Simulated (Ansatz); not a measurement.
As in space group Pm-3m (No. 221; As on 1b) under volume change, LDA in the plane-wave PAW code Ansatz, scaled uniformly.

```tsv
V (Å³/atom)	E − E(relaxed) (meV/atom)	P (GPa)
17.362	52.4	10.84
17.935	21.6	6.52
18.507	?	?
19.079	0.0	0.00
19.652	4.5	-2.51
20.224	17.6	-4.76
20.797	?	?
```

Question: What belongs in the gaps?

Answer: 
- 18.507, E − E(relaxed) (meV/atom): 5.0
- 18.507, P (GPa): 2.90
- 20.797, E − E(relaxed) (meV/atom): 38.1
- 20.797, P (GPa): -6.64

Question: What does a third-order Birch–Murnaghan fit give for V₀, B₀ and B′?

Answer: V₀ = 19.07 Å³/atom, B₀ = 92.8 GPa, B′ = 4.6.

The workflow started from a Materials Project entry (that database holds measured and hypothetical structures alike); the Crystallography Open Database copy checked does not list it. It is not the phase usual at ambient conditions (space group No. 166). The cell was relaxed with LDA under the symmetry of its start; its stability against distortions is not shown here. Spin–orbit coupling is left out wherever it is not named.

Potentials: the later of the program's two PAW sets.
